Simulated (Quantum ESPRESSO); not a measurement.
## GaAl7N8 (convergence and cost over cutoff and k mesh)

Computed values, not a measurement. The program is pw.x of Quantum ESPRESSO 7.5 (plane-wave density functional theory). The cell is made up: 16 atoms on a doubled zincblende/diamond lattice, with randomly drawn elements, strain and displacements, not relaxed. PseudoDojo standard norm-conserving files (v0.5 for PBE, v0.4.1 for LDA and PBEsol) set the functional; there is no spin polarisation, spin-orbit coupling or dispersion term, and the masses in the input are unused placeholders.

Input of the run in row 4:

```
&control calculation='scf', pseudo_dir='./dojo.nc.sr.pbe.v0_5.standard.upf', outdir='./o', disk_io='medium', tprnfor=.true., tstress=.true. /
&system ibrav=0, nat=16, ntyp=3, nbnd=43, ecutwfc=84.00895049, nosym=.true., tot_charge=0,
 occupations='smearing', smearing='fd', degauss=0.0018374661
/
&electrons conv_thr=7.350e-09, electron_maxstep=60, /
ATOMIC_SPECIES
Al 1.0 Al.upf
Ga 1.0 Ga.upf
N 1.0 N.upf
CELL_PARAMETERS angstrom
4.3897 -0.0176 -0.0334
-0.0176 4.3474 0.0327
-0.0669 0.0655 8.5725
ATOMIC_POSITIONS angstrom
Ga 0.026 0.0097 0.0209
Al 0.0413 2.2405 2.1502
Al 2.174 -0.0513 2.1308
Al 2.2092 2.1441 -0.0706
Al -0.0148 0.0312 4.3364
Al -0.0791 2.2065 6.4421
Al 2.1642 0.013 6.4104
Al 2.191 2.1557 4.3249
N 1.1951 1.1136 1.0923
N 1.0553 3.3252 3.1673
N 3.2739 1.0989 3.2009
N 3.3021 3.2372 1.0558
N 1.1108 1.0558 5.4165
N 1.0049 3.2882 7.497
N 3.2364 1.1418 7.4595
N 3.2242 3.2661 5.3173
K_POINTS automatic
5 5 3 1 1 1
```

The same cell was run at these settings. Meshes are shifted by half a step, and differences are from the last row, which is itself not exact.

| cutoff (eV) | k mesh | k points solved | threshold (eV) | free energy less the last row's (eV) | pressure (GPa) | largest stress difference (GPa) | largest force difference (eV/Å) | iterations | wall time (s) | k-point pools | processor |
| --- | --- | --- | --- | --- | --- | --- | --- | --- | --- | --- | --- |
| 800 | 2 x 2 x 2 | 4 | 1e-04 | 1.606 | 0.02 | 13.24 | 0.031 | 9 | 70 | 1 | AMD EPYC, Zen 5 class |
| 1143 | 1 x 1 x 1 | 1 | 1e-07 | 2.276 | 12.83 | 12.11 | 0.204 | 14 | 49 | 1 | AMD EPYC, Zen 5 class |
| 694 | 5 x 5 x 3 | 38 | 1e-07 | 7.260 | -32.96 | 45.43 | 0.057 | 13 | 353 | 1 | AMD EPYC, Zen 5 class |
| 1143 | 5 x 5 x 3 | 38 | 1e-07 | 0.005 | 12.47 | 0.02 | 0.000 | 14 | 806 | 1 | AMD EPYC, Zen 5 class |
| 1437 | 7 x 7 x 5 | 123 | 1e-07 | 0.000 | 12.44 | 0.00 | 0.000 | 14 | 1015 | 4 | Intel Xeon, older |

Each pool is one process. Wall times include start-up and a band step at six k points, which weighs most on the coarsest meshes. The runs were on shared virtual cores whose load varied, so times are rough.